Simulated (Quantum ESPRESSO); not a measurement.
Band energies of Ca₂Si at -0.7 % isotropic strain

```xyz
3
Lattice="0.0000 3.5194 3.5194 3.5194 0.0000 3.5194 3.5194 3.5194 0.0000" Properties=species:S:1:pos:R:3 pbc="T T T"
Si     0.0000     0.0000     0.0000
Ca     5.2791     5.2791     5.2791
Ca     1.7597     1.7597     1.7597
```

PBEsol (pw.x of Quantum ESPRESSO, ONCV potentials, without SOC); path ΓXWKΓLUWLK,UX; energies in eV from the valence-band maximum.

```
k (1/Å)  point  band 8  band 9  band 10  band 11  band 12  band 13  band 14  band 15
-------  -----  ------  ------  -------  -------  -------  -------  -------  -------
0.00         Γ  -21.30   -6.66    -0.46    -0.46    -0.46     1.83     1.83     1.88
0.22            -21.30   -6.53    -0.89    -0.39    -0.39     1.80     1.93     2.61
0.56            -21.28   -6.01    -1.74    -0.14    -0.14     1.12     2.35     2.41
0.89         X  -21.26   -5.67    -2.01     0.00     0.00     0.43     1.70     2.65
1.23            -21.26   -5.67    -1.56    -0.87    -0.31     0.98     2.42     2.73
1.34         W  -21.27   -5.67    -1.24    -1.24    -0.34     1.07     2.64     2.64
1.65         K  -21.26   -5.69    -1.62    -0.94    -0.01     0.90     2.39     2.83
1.97            -21.28   -5.93    -1.57    -0.75    -0.12     1.70     2.43     3.05
2.29            -21.29   -6.42    -1.14    -0.38    -0.34     1.94     1.94     3.08
2.60         Γ  -21.30   -6.66    -0.46    -0.46    -0.46     1.83     1.83     1.88
2.93            -21.32   -6.39    -1.22    -0.33    -0.33     1.98     1.98     3.03
3.26            -21.37   -5.95    -1.93    -0.12    -0.12     2.38     2.38     2.81
3.37         L  -21.38   -5.90    -1.99    -0.10    -0.10     2.44     2.44     2.78
3.59            -21.32   -5.84    -1.85    -0.48    -0.08     1.78     2.58     2.94
3.92         U  -21.26   -5.69    -1.62    -0.94    -0.01     0.90     2.39     2.83
4.24         W  -21.27   -5.67    -1.24    -1.24    -0.34     1.07     2.64     2.64
4.51            -21.29   -5.76    -1.62    -0.87    -0.12     1.34     2.65     2.91
4.78            -21.36   -5.89    -1.96    -0.18    -0.10     2.25     2.46     2.85
4.87         L  -21.38   -5.90    -1.99    -0.10    -0.10     2.44     2.44     2.78
5.02            -21.34   -5.87    -1.91    -0.32    -0.09     2.01     2.51     2.94
5.26            -21.28   -5.75    -1.60    -0.95    -0.04     1.21     2.66     2.81
5.41         K  -21.26   -5.69    -1.62    -0.94    -0.01     0.90     2.39     2.83
5.41         U  -21.26   -5.69    -1.62    -0.94    -0.01     0.90     2.39     2.83
5.73         X  -21.26   -5.67    -2.01     0.00     0.00     0.43     1.70     2.65
```

The PBEsol gap is direct, 0.43 eV at X. Another valence extremum on the path lies within 0.02 eV, too close to call.

Geometry strained from the cell relaxed with PBEsol, atoms relaxed again.

The structure is a Materials Project entry; no match was found in the copy of COD used, and its stability was not checked.
